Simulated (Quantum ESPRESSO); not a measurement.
# Kohn-Sham bands of HfS2 (CdI2 type)

```xyz
3
Lattice="3.6397 0.0000 0.0000 -1.8198 3.1520 0.0000 0.0000 0.0000 6.0556" Properties=species:S:1:pos:R:3 pbc="T T T"
Hf     0.0000     0.0000     0.0000
S     -1.8198     1.0507    -1.4294
S      1.8198    -1.0507     1.4294
```

Cell from Materials Project (mp-985829), symmetrised, no further relaxation. Not found in the COD (Crystallography Open Database) copy used; not checked further. Method: PBEsol plane waves in Quantum ESPRESSO 7.5 (PseudoDojo norm-conserving files, 47 Ry, spinors with spin-orbit coupling), Bloch states on a 6×6×4 mesh through Γ, Wannier90 4.0.1. Density: 12×12×6 mesh, cold smearing 0.01 Ry. The cell is built of weakly bound layers, chains or molecules, whose nearest atoms lie 3.83 Å apart. Database cells relaxed without dispersion often hold them too far apart, which can enlarge gaps and weakens couplings between them; spacing and stacking were not compared with the measured crystal.

Energies are relative to the valence-band maximum; weights are on the orthonormalised atomic waves of the pseudopotential files, averaged over the group. 24 electrons a cell are treated as valence.

Q: Into which isolated groups do the bands fall, where do they lie and what are they made of?

A: 
| bands | from (eV) | to (eV) | filling | weight on atomic waves |
|---|---|---|---|---|
| 1–2 | -61.80 | -61.80 | filled | Hf 5s 98 % |
| 3–4 | -36.15 | -36.11 | filled | Hf 5p 99 % |
| 5–8 | -28.49 | -28.30 | filled | Hf 5p 98 % |
| 9–12 | -13.03 | -11.26 | filled | S 3s 79 %, Hf 5d 11 %, Hf 6s 7 % |
| 13–24 | -4.96 | 0.00 | filled | S 3p 75 %, Hf 5d 19 % |
| 25–30 | 1.08 | 4.14 | empty | Hf 5d 76 %, S 3p 17 % |

The Kohn-Sham gap over both meshes and the path is 1.08 eV.
